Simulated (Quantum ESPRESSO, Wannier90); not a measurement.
## TaS2 (CdI2 type), plane waves to Wannier functions

Cell from Materials Project (mp-1690), symmetrised, no further relaxation. COD (Crystallography Open Database) has the formula in 4 space groups, this one among them (matched by group alone). Computed values, not measurements, from PBEsol: Quantum ESPRESSO (norm-conserving PseudoDojo potentials, cutoff 47 Ry, spinors with spin-orbit coupling) on a Γ-centred 6×6×4 mesh, then Wannier90. Density: 12×12×6 mesh, cold smearing 0.01 Ry. The cell is built of weakly bound layers, chains or molecules, whose nearest atoms lie 3.70 Å apart. Database cells relaxed without dispersion often hold them too far apart, which can enlarge gaps and weakens couplings between them; spacing and stacking were not compared with the measured crystal.

```
begin unit_cell_cart
ang
    3.3828601310    0.0000000000    0.0000000000
   -1.6914300655    2.9296428109    0.0000000000
    0.0000000000    0.0000000000    6.1679800000
end unit_cell_cart
mp_grid = 6 6 4
```

Task: Which shells of neighbouring k-points and which b-vectors and weights does Wannier90 pick for this cell and mesh?

Result: 
```
 *---------------------------------- K-MESH ----------------------------------*
 +----------------------------------------------------------------------------+
 |                    Distance to Nearest-Neighbour Shells                    |
 |                    ------------------------------------                    |
 |          Shell             Distance (Ang^-1)          Multiplicity         |
 |          -----             -----------------          ------------         |
 |             1                   0.254669                      2            |
 |             2                   0.357449                      6            |
 |             3                   0.438892                     12            |
 |             4                   0.509339                      2            |
 |             5                   0.619120                      6            |
 |             6                   0.622251                     12            |
 |             7                   0.669452                     12            |
 |             8                   0.714898                      6            |
       ... (lines left out)
 +----------------------------------------------------------------------------+
 | The b-vectors are chosen automatically                                     |
 | The following shells are used:                       1,  2                 |
 +----------------------------------------------------------------------------+
 |                        Shell   # Nearest-Neighbours                        |
 |                        -----   --------------------                        |
 |                          1               2                                 |
 |                          2               6                                 |
 +----------------------------------------------------------------------------+
 | Completeness relation is fully satisfied [Eq. (B1), PRB 56, 12847 (1997)]  |
 +----------------------------------------------------------------------------+
 |                  b_k Vectors (Ang^-1) and Weights (Ang^2)                  |
 |                  ----------------------------------------                  |
 |            No.         b_k(x)      b_k(y)      b_k(z)        w_b           |
 |            ---        --------------------------------     --------        |
 |             1         0.000000    0.000000    0.254669     7.709322        |
 |             2         0.000000    0.000000   -0.254669     7.709322        |
 |             3         0.000000    0.357449    0.000000     2.608860        |
 |             4         0.309560    0.178724    0.000000     2.608860        |
 |             5         0.000000   -0.357449    0.000000     2.608860        |
 |             6         0.309560   -0.178724    0.000000     2.608860        |
 |             7        -0.309560   -0.178724    0.000000     2.608860        |
 |             8        -0.309560    0.178724    0.000000     2.608860        |
```
